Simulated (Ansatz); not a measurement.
Consider the following.

GeSbTe3:
```cif
data_Ge3Sb3Te9
_chemical_formula_sum 'Ge3 Sb3 Te9'
_space_group_name_H-M_alt 'R3m :H'
_space_group_IT_number 160
_space_group_name_Hall 'R 3 -2"'
_cell_length_a 4.05592
_cell_length_b 4.05592
_cell_length_c 29.64694
_cell_angle_alpha 90.000
_cell_angle_beta 90.000
_cell_angle_gamma 120.000
loop_
_atom_site_label
_atom_site_type_symbol
_atom_site_symmetry_multiplicity
_atom_site_Wyckoff_symbol
_atom_site_fract_x
_atom_site_fract_y
_atom_site_fract_z
_atom_site_occupancy
Ge1 Ge 3 a 0.00000 0.00000 0.40088 1
Sb1 Sb 3 a 0.00000 0.00000 0.60309 1
Te1 Te 3 a 0.00000 0.00000 0.00264 1
Te2 Te 3 a 0.00000 0.00000 0.20817 1
Te3 Te 3 a 0.00000 0.00000 0.78524 1
```
(The calculation used a cell of 5 atoms; values per cell refer to that cell.)

This is the LDA-relaxed structure.

All from DFT-LDA in the program Ansatz with PAW potentials, unless another level is named. Predict the electronic character.

metallic (no gap).

And the density of states at the Fermi level?

0.55 states/eV per atom (mean over ±0.08 eV).

Next, the formation energy from the elements (no fitted shifts)?

-0.071 eV/atom.

The first step of the workflow began from a Materials Project structure, measured or hypothetical; the Crystallography Open Database copy checked does not list it. Whether it is the stable phase at ambient conditions was not checked. The LDA relaxation kept the symmetry of its start; whether a distortion lowers the energy is not shown. A crystal of weakly bound layers computed without a dispersion correction: the cell and the soft elastic constants depend strongly on that. With an odd number of electrons in the cell and no spin polarisation, the count alone makes it a metal. The references are the lowest solids computed at this level, not always the standard phases. Spin–orbit coupling is left out wherever it is not named.

Potentials: the later of the program's two PAW sets.
